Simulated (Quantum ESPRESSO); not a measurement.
# Band energies of CdS

```
CELL_PARAMETERS angstrom
      0.00000     2.91241     2.91241
      2.91241     0.00000     2.91241
      2.91241     2.91241     0.00000
ATOMIC_POSITIONS crystal
  S  0.75000 0.75000 0.75000
  Cd 0.00000 0.00000 0.00000
```

PBEsol (pw.x of Quantum ESPRESSO, ONCV potentials, with spin-orbit coupling); path ΓXWKΓLUWLK,UX; energies in eV from the valence-band maximum.

```csv
k (1/Å),point,band 26,band 27,band 28,band 29,band 30,band 31,band 32,band 33
0.00,Γ,0.00,1.00,1.00,6.12,6.12,6.54,6.54,6.54
0.22,,-0.23,1.87,1.87,5.88,5.88,6.61,6.61,6.83
0.54,,-1.05,3.47,3.47,4.67,4.67,7.89,7.89,8.11
0.86,,-1.77,3.51,3.51,4.29,4.29,8.60,8.60,9.73
1.08,X,-1.93,3.37,3.37,4.24,4.24,9.04,9.04,10.54
1.48,,-2.19,4.80,4.82,5.14,5.17,7.61,7.77,8.05
1.62,W,-2.24,5.27,5.29,5.35,5.39,6.98,7.18,7.83
1.87,,-1.70,4.32,4.34,5.35,5.37,7.92,8.01,8.46
2.00,K,-1.57,4.08,4.09,5.34,5.35,8.29,8.34,8.87
2.21,,-1.16,4.38,4.39,5.71,5.76,7.31,7.42,8.05
2.42,,-0.72,4.09,4.09,6.01,6.09,6.40,6.51,7.48
2.73,,-0.22,2.78,2.80,5.81,5.87,6.72,6.80,6.98
3.04,,-0.02,1.28,1.28,6.12,6.12,6.50,6.50,6.59
3.14,Γ,0.00,1.00,1.00,6.12,6.12,6.54,6.54,6.54
3.25,,-0.02,1.28,1.28,6.12,6.12,6.50,6.50,6.58
3.56,,-0.32,2.53,2.53,6.04,6.04,6.75,6.75,6.99
3.87,,-0.67,2.88,2.88,6.79,6.79,6.96,6.96,7.01
4.08,L,-0.76,2.88,2.88,6.78,6.78,6.95,6.95,7.31
4.19,,-0.82,3.05,3.06,6.53,6.61,6.95,6.97,7.43
4.41,,-1.09,3.94,3.95,5.77,5.83,7.47,7.57,7.62
4.74,U,-1.57,4.08,4.09,5.34,5.35,8.29,8.34,8.87
5.02,,-2.08,5.05,5.06,5.35,5.38,7.15,7.32,7.97
5.12,W,-2.24,5.27,5.29,5.35,5.39,6.98,7.18,7.83
5.21,,-2.03,5.21,5.24,5.36,5.39,6.88,7.06,8.05
5.50,,-1.24,4.27,4.29,5.63,5.68,7.03,7.14,8.18
5.79,,-0.80,3.01,3.02,6.59,6.67,6.93,6.96,7.41
5.88,L,-0.76,2.88,2.88,6.78,6.78,6.95,6.95,7.31
6.05,,-0.87,3.24,3.26,6.33,6.40,7.05,7.07,7.49
6.21,,-1.09,3.94,3.95,5.77,5.83,7.47,7.57,7.62
6.46,,-1.47,4.17,4.18,5.49,5.51,8.01,8.09,8.62
6.54,K,-1.57,4.08,4.09,5.34,5.35,8.29,8.34,8.87
6.54,U,-1.57,4.08,4.09,5.34,5.35,8.29,8.34,8.87
6.64,,-1.72,3.89,3.89,4.94,4.94,8.54,8.57,9.35
6.92,X,-1.93,3.37,3.37,4.24,4.24,9.04,9.04,10.54
```

The PBEsol gap is direct, 1.00 eV at Γ.

Geometry relaxed with PBEsol.
